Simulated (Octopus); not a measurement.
MgO (Fm-3m, No. 225):
```xyz
2
Lattice="0.0000 2.0970 2.0970 2.0970 0.0000 2.0970 2.0970 2.0970 0.0000" Properties=species:S:1:pos:R:3 pbc="T T T"
Mg     0.0000     0.0000     0.0000
O      2.0970     0.0000     0.0000
```
The cell is a database entry, not relaxed again.

Method: LDA in Octopus 16.4; grid spacing about 0.16 Å, Γ-centred 8×8×8 k-mesh, no spin polarisation; PseudoDojo 0.4 LDA potentials.

Energies in eV against the valence band top; 16 electrons a cell outside the pseudopotentials' cores.

| k-point (reduced) | band 4 | band 5 | band 6 | band 7 | band 8 | band 9 | band 10 | band 11 |
|---|---|---|---|---|---|---|---|---|
| Γ (0.000, 0.000, 0.000) | -38.88 | -16.98 | 0.00 | 0.00 | 0.00 | [?] | 15.78 | 15.78 |
| X (0.500, 0.000, 0.500) | -38.91 | -15.32 | -4.16 | -1.38 | -1.38 | [?] | 9.89 | 13.00 |
| U (0.625, 0.250, 0.625) | -38.90 | -15.29 | -3.56 | -2.77 | -1.17 | 10.01 | 11.69 | 12.44 |
| K (0.375, 0.375, 0.750) | -38.90 | -15.29 | -3.56 | -2.77 | -1.17 | 10.01 | 11.69 | 12.44 |
| L (0.500, 0.500, 0.500) | -38.89 | -15.56 | -4.72 | -0.66 | -0.66 | 7.85 | 12.54 | 16.14 |
| W (0.500, 0.250, 0.750) | -38.91 | -15.25 | -3.02 | -3.02 | [?] | 11.57 | 11.57 | 12.07 |

Question: Complete the blanks.

Answer: 
- X (0.500, 0.000, 0.500), band 9: 9.03
- W (0.500, 0.250, 0.750), band 8: -1.81
- Γ (0.000, 0.000, 0.000), band 9: 4.84
